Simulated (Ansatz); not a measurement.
C (graphite type, space group P6_3/mmc)

```yaml
crystal:
  lattice:
    - [2.46498, 0.00000, 0.00000]
    - [-1.23249, 2.13473, 0.00000]
    - [0.00000, 0.00000, 6.72886]
  atoms:
    - { symbol: C, position: [0.00000, 0.00000, 0.25000] }
    - { symbol: C, position: [0.00000, 0.00000, 0.75000] }
    - { symbol: C, position: [0.33333, 0.66667, 0.25000] }
    - { symbol: C, position: [0.66667, 0.33333, 0.75000] }
```

The slice is a (1 -1 0 0) plane (indices of the conventional cell) through the point (0.333, 0.667, 0.250) (fractional), spanned by u = [110] and v = [001] in vectors of this cell: u (2.46 Å) and v (6.73 Å, at 90° to u). It covers one period; positions are fractions (u, v).

These are PBE-D3(BJ) (plane waves to 420 eV, PAW, scalar-relativistic; Ansatz, a quantum-chemistry and plane-wave program) values and carry that method's errors. k mesh 15×15×5. Near the nuclei the fields are pseudised (PAW); where an atom keeps semicore shells as valence, they peak there. C was relaxed with its symmetry unable to fall. The PAW data are Ansatz's earlier set.

Problem. Predict the map of the electrostatic potential energy of an electron, from the cell's mean on the slice.

Solution. 
```
|xxxxxx0000000000xxxx|
|xxxx00000000000000xx|
|00001144554455441100|
|44556677777777776655|
|88888899999999998888|
|99999999999999999999|
|99999999999999999999|
|99999999999999999999|
|99999999998899999999|
|88888877777777778888|
|77776655333333556677|
|66664411000000114466|
|55552200000000002255|
|55441100000000001144|
|55552200000000002255|
|66664411000000114466|
|77776655333333556677|
|88888877777777778888|
|99999999998899999999|
|99999999999999999999|
|99999999999999999999|
|99999999999999999999|
|88888899999999998888|
|44556677777777776655|
|00001144554455441100|
|xxxx00000000000000xx|
|xxxxxx0000000000xxxx|
|xxxxxx0000000000xxxx|
```
Scale: ten equal steps from 1.00 (start of '0') to 9.16 (end of '9'), in the order '0123456789'. Values: electrostatic potential energy of an electron, from the cell's mean, in eV. The map has 10 points along u (two characters each, u = 0 at the left) and 28 along v (v = 0 in the bottom row). Points within 0.6 Å of a nucleus are blanked (x), as the pseudised field means little there. Values under 1 eV are set to 1. The zero, the cell's mean, hangs on the PAW cores.
